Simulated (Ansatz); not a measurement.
GaCo:
```
CELL_PARAMETERS angstrom
      2.83996     0.00000     0.00000
      0.00000     2.83996     0.00000
      0.00000     0.00000     2.83996
ATOMIC_POSITIONS crystal
  Co 0.00000 0.00000 0.00000
  Ga 0.50000 0.50000 0.50000
```

Relaxed with PBEsol. Special points in fractions of this cell's reciprocal vectors: Γ (0.000, 0.000, 0.000); X (0.000, 0.500, 0.000); M (0.500, 0.500, 0.000); R (0.500, 0.500, 0.500).

**Question.** List the band energies nearest the Fermi level at these points for the program Ansatz at the PBEsol level (PAW).

**Answer.** In eV from the Fermi level; about four levels below and three above (degenerate sets whole), none deeper than 8.9 eV; points with the same levels are listed once.

```tsv
k	below	above
Γ	-2.75 -2.75 -0.78 -0.78 -0.78	5.26 5.26 5.26
X	-2.52 -1.87 -1.87 -0.78	0.09 10.96 10.96
M	-2.64 -1.30 -1.30 -0.28	2.46 3.28 11.86
R	-4.35 -4.35 -4.35 -0.24 -0.24	0.85 3.85 3.85 3.85
```

Space group Pm-3m (CsCl type). The PBEsol relaxation kept the symmetry of its start; of distortions, only those at the zone centre were tested. The workflow began spin-polarised and lost its moments. Scalar-relativistic: spin–orbit coupling is off unless named, which matters more the heavier the elements.

Potentials: the later of the program's two PAW sets.
